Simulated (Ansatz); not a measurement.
All numbers below come from DFT PBE, scalar-relativistic, plane waves, PAW (Ansatz). All cells share a 420 eV cutoff and Γ-centred k meshes spaced at most about 0.3 Å⁻¹ (2π included). No spin polarisation in the final relaxations.

These are static total energies at zero pressure. All come from trial cells, and lower structures may exist.

Problem. Which of these relaxed structures of HfSn2S6 is the lowest in energy?
A.

```xyz
9
Lattice="6.4130 0.0000 0.0000 -3.2065 5.5538 0.0000 0.0000 0.0000 6.8520" Properties=species:S:1:pos:R:3 pbc="T T T"
Hf    0.0000    0.0000    0.0000
Sn    0.0000    3.7025    0.0000
Sn    3.2065    1.8513    0.0000
S     2.1327    0.0000    1.4671
S    -1.0663    1.8470    1.4671
S     2.1401    3.7068    1.4671
S     4.2803    0.0000    5.3849
S     1.0663    1.8470    5.3849
S    -2.1401    3.7068    5.3849
```

B.

```xyz
9
Lattice="3.6843 0.0000 0.0000 -1.8422 3.1907 0.0000 0.0000 0.0000 20.4166" Properties=species:S:1:pos:R:3 pbc="T T T"
Hf    0.0000    0.0000   10.2083
Sn    0.0000    0.0000   16.9831
Sn    0.0000    0.0000    3.4335
S     0.0000    2.1272   18.4681
S     0.0000    2.1272    4.9186
S     0.0000    2.1272   11.6396
S     1.8422    1.0636    1.9486
S     1.8422    1.0636    8.7771
S     1.8422    1.0636   15.4980
```

Solution. B. It has Hf and Sn ordered on cadmium iodide sites, space group P-3m1 (No. 164); the next, A, with Hf and Sn ordered on cadmium iodide sites, space group P-31m (No. 162), lies 65 meV/atom higher. Counting S atoms around Hf and Sn (those within 1.25 times the shortest such distance or 1.15 times the sum of covalent radii), the lowest and the next both have Hf 6, Sn 6.

Weakly bound directions are ill-defined at this level, which has no dispersion term (P-3m1, P-31m), and this can change margins and order among such cells. Spin–orbit coupling, which can matter for Hf, is left out. Cells relaxed within their symmetry can be saddle points. Some candidate types were left out of the draw beforehand, so a known form may be missing.
